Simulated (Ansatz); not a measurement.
H2 on a (111) slab of Pt (Fm-3m (No. 225)), 3 planes, outer planes Pt (top) and Pt (bottom), 1 a cell of 26.7 Å², relaxed and still whole (its atoms last):

```
Pt H
1.0
     5.55573    0.00000    0.00000
    -2.77787    4.81140    0.00000
     0.00000    0.00000   22.89624
Pt H
12 2
Direct
  0.33333 0.16667 0.34940
  0.33333 0.66667 0.34940
  0.83333 0.16667 0.34940
  0.83333 0.66667 0.34940
  0.66730 0.33343 0.44997
  0.66707 0.83332 0.44994
  0.16696 0.33343 0.44996
  0.16696 0.83309 0.44996
  0.00082 0.49997 0.55108
  0.00078 0.99994 0.55039
  0.50084 0.49999 0.55040
  0.50082 0.99997 0.55040
  0.00706 0.49982 0.69173
  0.00713 0.49981 0.65847
```

Theory: DFT PBE+D3(BJ), scalar-relativistic, plane waves, PAW in Ansatz 0.2.0. Cutoff 420 eV; k points 4×4×1 on the computed 14-atom cell (Γ-centred); Gaussian smearing, width 0.10 eV; no spin polarisation. The cell repeats along c with a dipole correction in the vacuum.

It binds with 0.11 eV a molecule against the clean slab and the free molecule (no zero-point or thermal terms); its shortest contact is H–Pt 2.46 Å. Take first-order desorption with no barrier to adsorption, no reaction on the face and an assumed prefactor of 10^13 s⁻¹.

Question: How long does a molecule stay at 573 K?

Answer: τ = ν⁻¹·exp(E/k_BT) with k_BT = 0.0494 eV: E/k_BT = 2.2, so τ ≈ 9×10^-13 s. At about one hit a site a second (10⁻⁶ mbar) the coverage is near τ × 1 s⁻¹, so a layer needs more than atmospheric pressure.

Question: Where does its peak lie in a desorption experiment heated at 1 K/s?

Answer: The peak obeys E/(k_B·T_p²) = (ν/β)·exp(−E/k_BT_p). Solving gives T_p ≈ 42 K (E/k_BT_p = 30.3). An error of 0.1 eV in E moves it by about 38 K, and larger molecules have larger prefactors, which lowers it.

Question: Is this physisorption or chemisorption?

Answer: The tightest contact, H–Pt 2.46 Å, is 1.47 times the sum of covalent radii, and deformation and lateral interaction add up to +0.01 eV; about 0.01 e cross the plane between them. This is physisorption.